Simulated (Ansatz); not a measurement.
Slab of fcc Ag (110), 1 layer

The slab is cut from the fcc crystal, the stable phase, as relaxed on PAW files (17.85 Å³/atom), with 16 Å of vacuum and a dipole correction:

```xyz
1
Lattice="2.9334 0.0000 0.0000 0.0000 4.1484 0.0000 0.0000 0.0000 16.0000" Properties=species:S:1:pos:R:3 pbc="T T T"
Ag    0.0000    0.0000    8.0000
```

Computed with Ansatz 0.2.0; functional PBE, scalar-relativistic. Settings: a Γ-centred 14×10×1 k mesh, Fermi–Dirac smearing of 0.08 eV, no spin polarisation. Methods: LAPW: all electrons, basis error target 1 meV/atom; PAW: frozen-core files, cutoff 420 eV.

The bulk energy comes from a cell in the slab's orientation on a 14×10×14 mesh. The surface energy is (E(slab) − N·E(bulk))/2A at zero smearing, the mean of both faces; thin slabs carry quantum-size effects.

Problem. As cut, the LAPW slab lies 1.393 eV above 1 atom of bulk. What surface energy is that?

Solution. Over two faces of 12.17 Å² it is 57.2 meV/Å², and times 16.02 J/m² per eV/Å² that gives γ = 0.917 J/m².

```
method  γ as cut (J/m²)  Φ as cut (eV)
  LAPW            0.917           4.93
   PAW            0.917           4.93
```

Problem. What changes if the vacuum is set to 11 Å?

Solution. LAPW then gives: no gap, work function 4.93 eV; PAW: no gap, work function 4.93 eV. The program warns that the vacuum is too thin.
